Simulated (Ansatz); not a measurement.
Cr$_{3}$C$_{2}$:
```xyz
10
Lattice="1.4047 -4.5873 0.0000 1.4047 4.5873 0.0000 0.0000 0.0000 6.8386" Properties=species:S:1:pos:R:3 pbc="T T T"
Cr     1.4047    -0.9114     1.7096
Cr     1.4047     0.9114     5.1289
Cr     1.4047    -3.2753     2.9379
Cr     1.4047     3.2753     3.9007
Cr     1.4047     3.2753     6.3572
Cr     1.4047    -3.2753     0.4814
C      1.4047     2.3503     1.7096
C      1.4047    -2.3503     5.1289
C      1.4047     0.0000     3.4193
C      1.4047     0.0000     0.0000
```

Relaxed with r²SCAN.

Problem. Map the electron localisation function on the plane through (0.599, 0.401, 0.250) spanned by u = [0, 0, 1] and v = [1, -1, 0] in lattice vectors, from DFT-r²SCAN in the program Ansatz with PAW potentials.

Solution. x is the fraction of u, y of v (the angle between them is 90°; rows are the nearest grid lines); atoms in the plane: Cr at (0.00, 0.00), Cr at (0.50, 0.80), Cr at (0.18, 0.26), Cr at (0.32, 0.54), Cr at (0.68, 0.54), Cr at (0.82, 0.26), C at (0.00, 0.64), C at (0.50, 0.16), C at (0.25, 0.90), C at (0.75, 0.90).
```
y \ x   0.000  0.0882  0.176  0.265  0.353  0.441  0.559  0.647  0.735  0.824  0.912   1.00
------  -----  ------  -----  -----  -----  -----  -----  -----  -----  -----  -----  -----
1.00    0.947   0.584  0.433  0.658  0.412  0.162  0.162  0.412  0.658  0.433  0.584  0.947
0.925   0.446   0.191  0.742  0.176  0.767  0.183  0.183  0.767  0.176  0.742  0.191  0.446
0.850   0.116   0.399  0.763  0.648  0.552  0.576  0.576  0.552  0.648  0.763  0.399  0.116
0.775   0.318   0.240  0.333  0.440  0.132  0.796  0.796  0.132  0.440  0.333  0.240  0.318
0.700   0.665   0.750  0.386  0.363  0.307  0.118  0.118  0.307  0.363  0.386  0.750  0.665
0.625   0.089   0.697  0.242  0.223  0.279  0.132  0.132  0.279  0.223  0.242  0.697  0.089
0.550   0.714   0.530  0.114  0.859  0.920  0.286  0.286  0.920  0.859  0.114  0.530  0.714
0.450   0.303   0.266  0.189  0.106  0.141  0.242  0.242  0.141  0.106  0.189  0.266  0.303
0.375   0.488   0.183  0.101  0.186  0.235  0.305  0.305  0.235  0.186  0.101  0.183  0.488
0.300   0.475   0.385  0.858  0.403  0.186  0.344  0.344  0.186  0.403  0.858  0.385  0.475
0.225   0.263   0.417  0.899  0.511  0.228  0.745  0.745  0.228  0.511  0.899  0.417  0.263
0.150   0.270   0.178  0.153  0.198  0.554  0.467  0.467  0.554  0.198  0.153  0.178  0.270
0.0750  0.391   0.135  0.302  0.302  0.390  0.709  0.709  0.390  0.302  0.302  0.135  0.391
0.000   0.947   0.584  0.433  0.658  0.412  0.162  0.162  0.412  0.658  0.433  0.584  0.947
```

The density is the valence pseudo-density with augmentation charge, so density and ELF within about 1 Å of a nucleus are not all-electron values.

Space group Cmcm. The first step of the workflow began from a Materials Project structure, measured or hypothetical; the Crystallography Open Database copy checked does not list it. COD files the formula under space group No. 62. Whether it is the stable phase at ambient conditions was not checked. The cell was relaxed with r²SCAN under the symmetry of its start; whether a distortion lowers the energy is not shown. The run is not spin-polarised.

Potentials: the later of the program's two PAW sets.
